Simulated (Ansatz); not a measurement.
## CsGa₃Se₂O₆F₆, one structure, two calculations

Cell: a measured structure from the Crystallography Open Database (COD) whose atoms were relaxed with PBE, the cell held.

```cif
data_CsGa3Se2O6F6
_symmetry_space_group_name_H-M 'P6_3mc'
_symmetry_Int_Tables_number 186
_cell_length_a 7.1876
_cell_length_b 7.1876
_cell_length_c 11.8681
_cell_angle_alpha 90.000
_cell_angle_beta 90.000
_cell_angle_gamma 120.000
loop_
_atom_site_label
_atom_site_type_symbol
_atom_site_symmetry_multiplicity
_atom_site_Wyckoff_symbol
_atom_site_fract_x
_atom_site_fract_y
_atom_site_fract_z
Cs Cs 2 b 0.6667 0.3333 0.0763
Ga Ga 6 c 0.6672 0.8336 0.2702
Se9 Se 2 a 0.0000 0.0000 0.4857
Se11 Se 2 b 0.3333 0.6667 0.0523
O13 O 6 c 0.7488 0.8744 0.4246
O19 O 6 c 0.5842 0.7921 0.1130
F25 F 6 c 0.8705 0.7411 0.2285
F31 F 6 c 0.4630 0.9260 0.3081
```

One atom of each set is listed.

First run. Method: Kohn–Sham DFT in Ansatz, PBE, plane waves and PAW, scalar-relativistic, 420 eV cutoff, Γ-centred 4×4×2 k-points, Fermi–Dirac smearing 0.02 eV.

```csv
site,V_zz (10²¹ V/m²),η
Cs,1.06,0.00
Ga,-6.96,0.11
Se9,-37.6,0.00
Se11,-37.0,0.00
O13,14.17,0.45
O19,14.03,0.34
F25,11.65,0.47
F31,11.86,0.35
```

Second run. The same atoms and settings, except that the functional is r2SCAN and the cutoff is 500 eV.

Problem. What does the second run give?

Solution. 

```
site   V_zz     η  change of V_zz
  Cs   1.21  0.00           +0.15
  Ga  -7.22  0.12           -0.26
 Se9  -39.9  0.00           -2.32
Se11  -39.0  0.00           -2.04
 O13  14.74  0.43           +0.57
 O19  14.63  0.32           +0.60
 F25  11.39  0.48           -0.26
 F31  11.53  0.35           -0.33
```

The largest change of V_zz is on Se9, from -37.6 to -39.9. In per cent, |V_zz| changes by +13 on Cs, +4 on Ga, +6 on Se, +4 on O, -3 to -2 on F (all sites that start above 0.5).

Without spin–orbit coupling (the program notes it for Cs) the gradients are little affected as a rule: paired runs on crystals with a gap mostly move them by under 2 % at such atoms.
For the second run: The largest force is 0.6 eV/Å, so the atoms aren't at the calculated equilibrium and relaxing them would move these values.
